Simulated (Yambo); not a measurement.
G0W0@PBEsol for Rb2NiF6 (space group Fm-3m, No. 225) in Yambo. Reference settings: 2×2×2 Γ-centred k mesh, bands 5 to 222 and a 7 Ry block in the screening, 222 bands in G with the Bruneval-Gonze terminator, plasmon pole fitted at 27.2 eV. The PBEsol gap X → X on this mesh is 1.64 eV; G0W0 gaps are taken between the same points.

With and without the terminator, as bands are cut:

```json
[
 {"bands in G (in W)": "91 (222)", "gap, terminator (eV)": "5.401", "gap, none (eV)": "5.463", "valence shift, terminator (eV)": "-1.608", "valence shift, none (eV)": "-1.118"},
 {"bands in G (in W)": "146 (222)", "gap, terminator (eV)": "5.398", "gap, none (eV)": "5.438", "valence shift, terminator (eV)": "-1.586", "valence shift, none (eV)": "-1.251"},
 {"bands in G (in W)": "222 (222)", "gap, terminator (eV)": "5.384", "gap, none (eV)": "5.401", "valence shift, terminator (eV)": "-1.576", "valence shift, none (eV)": "-1.351"}
]
```

Over this range the gap spans 0.017 eV with the terminator and 0.062 eV without, the valence shift 0.032 eV and 0.233 eV. Neither column has reached its limit for certain.

Geometry of the Materials Project entry, not relaxed at this level; primitive cell a = 5.9108 Å, b = 5.9108 Å, c = 5.9108 Å, α = 60.00°, β = 60.00°, γ = 60.00°.

The runs are not spin-polarised; magnetic order was not tried.

A shift is the quasiparticle energy of the state minus its PBEsol energy.
